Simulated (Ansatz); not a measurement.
# Cu: generalised stacking fault

Method: DFT r2SCAN, scalar-relativistic, plane waves, PAW in Ansatz. Settings: plane waves to 500 eV, k-mesh 21×21×3 (Γ-centred), Gaussian smearing 0.15 eV. No spin polarisation. Energies are free energies at this smearing, counted from the undisturbed cell; pressure is positive in compression.

Reference structure (relaxed at this level; with this scan's settings it stands at -0.1 GPa; this form isn't the usual structure):

```xyz
8
Lattice="-1.2647 -2.1905 0.0000 1.2647 -2.1905 0.0000 0.0000 0.0000 16.5279" Properties=species:S:1:pos:R:3 pbc="T T T"
Cu    0.0000    0.0000    7.2309
Cu    0.0000    0.0000   15.4949
Cu    0.0000   -2.9206    1.0330
Cu    0.0000   -2.9206    9.2969
Cu    0.0000    0.0000    3.0990
Cu    0.0000    0.0000   11.3629
Cu    0.0000   -1.4603    5.1650
Cu    0.0000   -1.4603   13.4289
```

The cut lies on the cell's a–b face, a (0 0 1) plane (indices in the standard cell, whose axes needn't be the Cartesian ones shown) of area 5.54 Å², between layers 2.07 Å apart. Vector c is tilted by f times 1·a + 1·b (length 4.381 Å) with the atoms' Cartesian places fixed: one unrelaxed fault a cell. The cell is metallic on the mesh throughout.

| f | γ (mJ/m²) | shear traction, the slope of γ along the slip (GPa) |
| --- | --- | --- |
| 0.0000 | 0 | 0.0 |
| 0.1667 | 801 | 21.1 |
| 0.3333 | 1928 | -0.2 |
| 0.5000 | 795 | -21.0 |
| 0.6667 | ? | ? |

(1) Give the withheld values.

Results:

(1) γ (mJ/m²) at f = 0.6667: 2; shear traction, the slope of γ along the slip (GPa) at f = 0.6667: 0.1.

Cost: 5 runs of about 17 core-minutes in all, on AMD EPYC 9R45 (Zen 5) (shared hosts).